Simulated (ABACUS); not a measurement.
Set-up for a self-consistent single point of CaO (Fm-3m, 2 atoms in the cell; from Materials Project mp-2605).

```
CELL_PARAMETERS angstrom
      0.00000     2.40355     2.40355
      2.40355     0.00000     2.40355
      2.40355     2.40355     0.00000
ATOMIC_POSITIONS crystal
  Ca 0.00000 0.00000 0.00000
  O  0.50000 0.50000 0.50000
```

All values come from this method and carry its errors: LDA (PW92), PseudoDojo 0.4 standard norm-conserving LDA (tails mended) pseudopotentials (plane waves; ABACUS).

ABACUS settings:

```
setting                                                               value
---------------  ----------------------------------------------------------
KPT                                                       Gamma 6 6 6 0 0 0
basis_type                                                               pw
dft_functional                                                        PWLDA
ecutwfc                                                               84 Ry
smearing_method                                                       fixed
potentials       PseudoDojo 0.4 standard norm-conserving LDA (tails mended)
symmetry                                                                  1
symmetry_prec                                                         1e-05
ks_solver                                                      dav_subspace
scf_nmax                                                                100
scf_thr                                                          1.0e-09 Ry
mixing_type                                                         broyden
```

Results:

- Number of valence electrons: 16
- Number of bands: 18
- Number of k-points after the program's reduction: 16
- Number of plane waves (most at a k-point): 2457
- Number of SCF iterations: 8
- FFT grid: 40 × 40 × 40
- Free energy E − TS: -1505.6660 eV
- Top of the valence band (on the code's own zero): 7.38 eV
- Gap on the k-point mesh: 3.49 eV
- Pressure: -7.32 GPa

Stress (GPa, positive for compression):
```
-7.32   0.00   0.00
 0.00  -7.32   0.00
 0.00   0.00  -7.32
```

Gaps are taken between levels on the mesh.

The structure comes from a collection of computed structures, made at another level of theory; the collection holds predicted forms beside known ones.

“Tails mended”: in these copies of the files the far tail of each local potential was reset to the Coulomb form.
